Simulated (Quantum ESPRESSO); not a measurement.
## Ga2Ta2Hf3Pd (input and log of a self-consistent run)

Simulated, not a measurement. The program is pw.x of Quantum ESPRESSO 7.5 (plane-wave density functional theory). The cell is made up: eight metal atoms on a face-centred cubic lattice, with elements, volume, strain and displacements drawn at random and not relaxed, so it may be unstable or far from any real phase. PseudoDojo standard norm-conserving files set the functional (PBE unless stated); there is no spin polarisation or spin-orbit coupling, the Fermi-Dirac width of 0.25 eV means electrons at about 2900 K, and the masses in the input are unused placeholders. Heavy elements are run without spin-orbit coupling, which real alloys of them have. A spin test at this wide smearing found no moment, but such smearing suppresses magnetism that the real alloy may have.

Input:

```
&control calculation='scf', pseudo_dir='./dojo.nc.sr.pbe.v0_5.standard.upf', outdir='./o', disk_io='medium', tprnfor=.true., tstress=.true. /
&system ibrav=0, nat=8, ntyp=4, nbnd=69, ecutwfc=82.02448710, nosym=.true., tot_charge=0,
 occupations='smearing', smearing='fd', degauss=0.0183746611
/
&electrons conv_thr=1.470e-08, electron_maxstep=70, mixing_beta=0.5 /
ATOMIC_SPECIES
Ga 1.0 Ga.upf
Hf 1.0 Hf.upf
Pd 1.0 Pd.upf
Ta 1.0 Ta.upf
CELL_PARAMETERS angstrom
-0.0122 -0.0784 -4.3713
4.2451 0.0633 0.0122
-0.1267 -8.6115 -0.1568
ATOMIC_POSITIONS angstrom
Ga -0.0577 0.0588 0.0414
Ta -0.0749 -4.2799 -0.0278
Ta 2.0327 -2.0816 0.1039
Hf 2.021 -6.3519 -0.1998
Hf -0.1056 -2.178 -2.2283
Ga -0.0143 -6.5186 -2.4457
Pd 2.1827 0.0681 -2.1849
Hf 1.9743 -4.31 -2.2804
K_POINTS automatic
5 6 3 1 1 1
```

The log is shortened where brackets say so; the opening notice, blank lines, dates and the lines on written files are dropped, and the path of the files is cut. It prints rydbergs, bohrs and kilobars, and counts compression as positive stress. Its total energy is the free energy E - TS of the whole cell.

```
     Program PWSCF v.7.5
     Parallel version (MPI & OpenMP), running on       1 processor cores
     Number of MPI processes:                 1
     Threads/MPI process:                     1
     [start-up lines left out]
     bravais-lattice index     =            0
     lattice parameter (alat)  =       8.2619  a.u.
     unit-cell volume          =    1077.7895 (a.u.)^3
     number of atoms/cell      =            8
     number of atomic types    =            4
     number of electrons       =       106.00
     number of Kohn-Sham states=           69
     kinetic-energy cutoff     =      82.0245  Ry
     charge density cutoff     =     328.0979  Ry
     scf convergence threshold =      1.5E-08
     mixing beta               =       0.5000
     number of iterations used =            8  plain     mixing
     Exchange-correlation= PBE
                           (   1   4   3   4   0   0   0)
     [axes and pseudopotential details left out]
   Cartesian axes
     site n.     atom                  positions (alat units)
         1        Ga     tau(   1) = (  -0.0131976   0.0134492   0.0094693  )
         2        Ta     tau(   2) = (  -0.0171317  -0.9789296  -0.0063586  )
         3        Ta     tau(   3) = (   0.4649338  -0.4761186   0.0237648  )
         4        Hf     tau(   4) = (   0.4622577  -1.4528524  -0.0456997  )
         5        Hf     tau(   5) = (  -0.0241536  -0.4981679  -0.5096729  )
         6        Ga     tau(   6) = (  -0.0032708  -1.4909813  -0.5593982  )
         7        Pd     tau(   7) = (   0.4992429   0.0155763  -0.4997461  )
         8        Hf     tau(   8) = (   0.4515762  -0.9858143  -0.5215896  )
     number of k points=    45  Fermi-Dirac smearing, width (Ry)=  0.0184
                       cart. coord. in units 2pi/alat
        k(    1) = (   0.0873627  -0.0841032  -0.0987519), wk =   0.0444444
        k(    2) = (   0.0823305   0.2545449  -0.1048116), wk =   0.0444444
     [further k points left out]
     Dense  grid:   108117 G-vectors     FFT dimensions: (  48,  48,  96)
     Estimated max dynamical RAM per process >     200.43 MB
     Initial potential from superposition of free atoms
     starting charge     105.9871, renormalised to     106.0000
     Starting wfcs are   77 randomized atomic wfcs
     total cpu time spent up to now is       41.2 secs
     per-process dynamical memory:   115.2 Mb
     Self-consistent Calculation
     iteration #  1     ecut=    82.02 Ry     beta= 0.50
     Davidson diagonalization with overlap
     ethr =  1.00E-02,  avg # of iterations =  2.2
     total cpu time spent up to now is      143.0 secs
     total energy              =   -1161.64786587 Ry
     estimated scf accuracy    <      20.77980632 Ry
     iteration #  2     ecut=    82.02 Ry     beta= 0.50
     Davidson diagonalization with overlap
     ethr =  1.00E-02,  avg # of iterations =  4.9
     total cpu time spent up to now is      250.9 secs
     total energy              =   -1165.78217386 Ry
     estimated scf accuracy    <     168.40690551 Ry
     iteration #  3     ecut=    82.02 Ry     beta= 0.50
     Davidson diagonalization with overlap
     ethr =  1.00E-02,  avg # of iterations =  5.3
     total cpu time spent up to now is      371.4 secs
     total energy              =   -1176.04572356 Ry
     estimated scf accuracy    <       9.38253488 Ry
     iteration #  4     ecut=    82.02 Ry     beta= 0.50
     Davidson diagonalization with overlap
     ethr =  8.85E-03,  avg # of iterations =  2.0
     total cpu time spent up to now is      446.7 secs
     total energy              =   -1176.16345982 Ry
     estimated scf accuracy    <       9.30301585 Ry
     iteration #  5     ecut=    82.02 Ry     beta= 0.50
     Davidson diagonalization with overlap
     ethr =  8.78E-03,  avg # of iterations =  1.0
     total cpu time spent up to now is      514.9 secs
     total energy              =   -1175.89530580 Ry
     estimated scf accuracy    <       3.74480026 Ry
     [iterations 6 to 12 left out]
     iteration # 13     ecut=    82.02 Ry     beta= 0.50
     Davidson diagonalization with overlap
     ethr =  1.53E-08,  avg # of iterations =  3.2
     total cpu time spent up to now is     1406.4 secs
     total energy              =   -1175.89620124 Ry
     estimated scf accuracy    <       0.00003732 Ry
     iteration # 14     ecut=    82.02 Ry     beta= 0.50
     Davidson diagonalization with overlap
     ethr =  1.53E-08,  avg # of iterations =  2.0
     total cpu time spent up to now is     1496.9 secs
     total energy              =   -1175.89620699 Ry
     estimated scf accuracy    <       0.00000380 Ry
     iteration # 15     ecut=    82.02 Ry     beta= 0.50
     Davidson diagonalization with overlap
     ethr =  3.58E-09,  avg # of iterations =  1.1
     total cpu time spent up to now is     1566.8 secs
     total energy              =   -1175.89620674 Ry
     estimated scf accuracy    <       0.00000267 Ry
     iteration # 16     ecut=    82.02 Ry     beta= 0.50
     Davidson diagonalization with overlap
     ethr =  2.52E-09,  avg # of iterations =  1.2
     total cpu time spent up to now is     1635.0 secs
     total energy              =   -1175.89620701 Ry
     estimated scf accuracy    <       0.00000004 Ry
     iteration # 17     ecut=    82.02 Ry     beta= 0.50
     Davidson diagonalization with overlap
     ethr =  3.51E-11,  avg # of iterations =  5.2
     total cpu time spent up to now is     1718.6 secs
     End of self-consistent calculation
     [lines on levels left out]
!    total energy              =   -1175.89620702 Ry
     estimated scf accuracy    <          5.5E-09 Ry
     smearing contrib. (-TS)   =      -0.09898878 Ry
     internal energy E=F+TS    =   -1175.79721824 Ry
     The total energy is F=E-TS. E is the sum of the following terms:
     one-electron contribution =    -339.04360496 Ry
     hartree contribution      =     228.01046454 Ry
     xc contribution           =    -270.56209104 Ry
     ewald contribution        =    -794.20198678 Ry
     convergence has been achieved in  17 iterations
     Forces acting on atoms (cartesian axes, Ry/au):
     atom    1 type  1   force =     0.00419125   -0.00966105   -0.00648437
     atom    2 type  4   force =    -0.01758854    0.01352072   -0.02825699
     atom    3 type  4   force =     0.00084399    0.01024471   -0.04178980
     atom    4 type  2   force =     0.00920992   -0.07692753    0.02375884
     atom    5 type  2   force =     0.00258685    0.06103825    0.03156048
     atom    6 type  1   force =    -0.01603685    0.00652792    0.01444116
     atom    7 type  3   force =    -0.00549638    0.00050495    0.00013242
     atom    8 type  2   force =     0.02228977   -0.00524797    0.00663827
     Total force =     0.125294     Total SCF correction =     0.000300
     Computing stress (Cartesian axis) and pressure
          total   stress  (Ry/bohr**3)                   (kbar)     P=      -59.48
  -0.00056016  -0.00008948  -0.00001592          -82.40      -13.16       -2.34
  -0.00008948  -0.00031529  -0.00016420          -13.16      -46.38      -24.16
  -0.00001592  -0.00016420  -0.00033749           -2.34      -24.16      -49.65
     init_run     :     38.75s CPU     40.97s WALL (       1 calls)
     electrons    :   1606.33s CPU   1677.48s WALL (       1 calls)
     forces       :     15.89s CPU     16.02s WALL (       1 calls)
     stress       :     61.08s CPU     63.01s WALL (       1 calls)
     [timing details left out]
     PWSCF        :  28m42.54s CPU  29m59.71s WALL
     JOB DONE.
```

In other units: free energy -15998.883 eV for the cell, pressure -5.95 GPa, largest force component 1.978 eV/Å in size. The run took 1801 s of wall time with one process on a shared machine (AMD EPYC, Zen 5, virtual cores), so the time is rough. A rerun of this cell at a higher cutoff and on a denser mesh moved values by no more than 0.004 eV in energy, 0.03 GPa in stress and 0.008 eV/Å in force, and a second program with other atomic files agreed on that cell to 2 % rms in force and 0.5 GPa in pressure.